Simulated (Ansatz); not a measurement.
Polymorphs of BP, each relaxed with r²SCAN in the plane-wave PAW code Ansatz:

A: P4_2/mnm, a = b = 5.5514 Å, c = 3.1966 Å, α = β = γ = 90.00°

B: wurtzite (P6_3mc), a = 3.1908 Å, b = 3.1908 Å, c = 5.2954 Å, α = 90.00°, β = 90.00°, γ = 120.00°

C: zinc blende (F-43m), a = b = c = 4.5364 Å, α = β = γ = 90.00°

D: P6_422, a = b = 3.2765 Å, c = 7.0048 Å, α = β = 90.00°, γ = 120.00°

E: Pm-3n, a = 5.5758 Å, b = 5.5758 Å, c = 5.5758 Å, α = 90.00°, β = 90.00°, γ = 90.00°

Put the candidates in order of energy per atom at 0 K, lowest first, for r²SCAN.

C (+0 meV/atom), B (+14 meV/atom), A (+151 meV/atom), E (+339 meV/atom), D (+550 meV/atom)

Give each one's gap.

A 0.55 eV; B 1.19 eV; C 1.41 eV; D 0.23 eV; E 0.64 eV.

Typed or built starts, not in the databases checked: A; D; E. Not the usual ambient phase: A; B; D; E. All cells were relaxed under the symmetry of their starts (and spin orders); stability against distortions was not tested throughout.

Energies hold the estimated change up to a 700 eV cutoff; steps of a few meV lie near the error of the meshes.

Potentials: the earlier of the program's two PAW sets.
